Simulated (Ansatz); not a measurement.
The start is a generated trial cell of AlNi in the AFLOW prototype AB_hP8_186_ab_ab (B5, as in SiC). The structure is fully relaxed (lattice and positions, P = 0) with PBE (plane waves to 420 eV, PAW, scalar-relativistic; Ansatz, a first-principles code). The first steps use a coarse 11×11×3 k-mesh.

Input geometry:
```yaml
crystal:
  lattice:
    - [3.27402, 0.00000, 0.00000]
    - [-1.63701, 2.83539, 0.00000]
    - [0.00000, 0.00000, 10.71831]
  atoms:
    - { symbol: Ni, position: [0.00000, 0.00000, 0.00000] }
    - { symbol: Ni, position: [0.00000, 0.00000, 0.50000] }
    - { symbol: Ni, position: [0.66667, 0.33333, 0.75018] }
    - { symbol: Ni, position: [0.33333, 0.66667, 0.25018] }
    - { symbol: Al, position: [0.00000, 0.00000, 0.81216] }
    - { symbol: Al, position: [0.00000, 0.00000, 0.31216] }
    - { symbol: Al, position: [0.66667, 0.33333, 0.56329] }
    - { symbol: Al, position: [0.33333, 0.66667, 0.06329] }
```
Spin-polarised start, with parallel moments on Ni.

### Question
How large is the pressure on the unrelaxed cell, and of which sign?

### Answer
+69.2 GPa (positive: the cell is compressed).

### Question
Which atoms feel the largest initial force, and how large is it?

### Answer
0.11 eV/Å, on Ni3, Ni4 (atoms numbered as listed).

### Question
How much energy is released per atom?

### Answer
1.70 eV/atom.

### Question
How does the volume change?

### Answer
+20.7 %, from 12.44 to 15.01 Å³/atom.

### Question
What band gap does the relaxed structure have at this level?

### Answer
No gap (metallic).

### Question
What magnetic moments remain?

### Answer
Zero (the starting moments vanished).

### Question
Give the final cell and atomic positions.

### Answer

Space group P6₃mc (No. 186); a = b = 3.8798 Å, c = 9.2106 Å, α = β = 90.00°, γ = 120.00°

```json
[
 {"atom": "Ni", "site": "2a", "symmetry": "3m.", "x": "0.0000", "y": "0.0000", "z": "0.0193"},
 {"atom": "Ni", "site": "2b", "symmetry": "3m.", "x": "0.3333", "y": "0.6667", "z": "0.1382"},
 {"atom": "Al", "site": "2a", "symmetry": "3m.", "x": "0.0000", "y": "0.0000", "z": "0.2682"},
 {"atom": "Al", "site": "2b", "symmetry": "3m.", "x": "0.3333", "y": "0.6667", "z": "0.4486"}
]
```

The space group stays P6₃mc (No. 186) (the run could not lower it), with 8 atoms in the primitive cell. Final values are on a 14×14×5 k-mesh of the relaxed cell. No spin polarisation in the result: the starting moments vanished. A magnetic state may lie lower.

The run could not lower the symmetry of its start; a shaken copy of this end point relaxes with PBE to Pm-3m (No. 221), 0.45 eV/atom lower.

The relaxed structure here is a generated cell of AlNi: the first start was made by placing the elements on the sites of a structure type, and the end was not matched to a known phase here, so it may be hypothetical. Known forms of AlNi include space group No. 221.
